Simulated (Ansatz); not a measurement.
The start is a generated cell, Cu2O placed in the AFLOW prototype AB2_hP3_191_a_d (C32, as in AlB2). A full variable-cell relaxation at zero pressure is run with PBE (plane waves to 420 eV, PAW, scalar-relativistic; Ansatz, a first-principles code). First-step values are on the input's coarse k-mesh.

Ansatz input (later rounds restart from its end on a renewed k-mesh):
Ansatz 0.2 input:
```yaml
crystal:
  lattice:
    - [2.9996667, 0, 0]
    - [-1.4998334, 2.5977876, 0]
    - [0, 0, 3.2479253]
  atoms:
    - { symbol: O, position: [0, 0, 0] }
    - { symbol: Cu, position: [0.33333333, 0.66666667, 0.5] }
    - { symbol: Cu, position: [0.66666667, 0.33333333, 0.5] }
basis: { ecutwfc: 420, ecutrho_ratio: 4, xc_grid: 2, fft_grid_basis: typed }
kpoints: { mp_grid: { grid: [9, 9, 7] } }
hamiltonian:
  xc: pbe
  dispersion: none
  pseudopotentials: { azcp: { folder: ./paw }, kind: paw }
scf: { occupations: { method: fermi_dirac, width: 0.05 } }
relax: { f_tol: 0.01, max_steps: 100, cell: { stress_tol: 0.02 } }
output: { forces: true, stress: true }
```

- Outcome = The space group stays P6/mmm (No. 191) (the run could not lower it), with 3 atoms in the primitive cell
- Energy released = about 2.9 eV/atom
- Volume change = +33.2 %, from 8.44 to 11.24 Å³/atom
- Shortest distances (start → end) = The closest pairs of elements (up to four, under 3.6 Å), start → end: Cu–Cu 1.73 → 2.29 Å; Cu–O 2.37 → 2.60 Å; O–O 3.00 → 2.49 Å
- Band gap at the end = zero (metallic)
- Optimiser moves = 21

Relaxed structure:

Space group P6/mmm (No. 191); a = b = 3.9581 Å, c = 2.4854 Å, α = β = 90.00°, γ = 120.00°

| atom | site | symmetry | x | y | z |
|---|---|---|---|---|---|
| O | 1a | 6/mmm | 0.0000 | 0.0000 | 0.0000 |
| Cu | 2d | -6m2 | 0.3333 | 0.6667 | 0.5000 |

Final values are on a 14×14×19 k-mesh of the relaxed cell. The start holds a very short contact (Cu–Cu 1.73 Å). No spin polarisation in the result. No Hubbard U is applied.

The run could not lose the symmetry of its start: the end is stationary, and may be a saddle point rather than a minimum.

All atoms sit on sites fixed by symmetry, so only the cell could relax.

The relaxed structure here is a generated cell of Cu2O: the first start was made by placing the elements on the sites of a structure type, and the end was not matched to a known phase here, so it may be hypothetical. Known forms of Cu2O include space group No. 224.
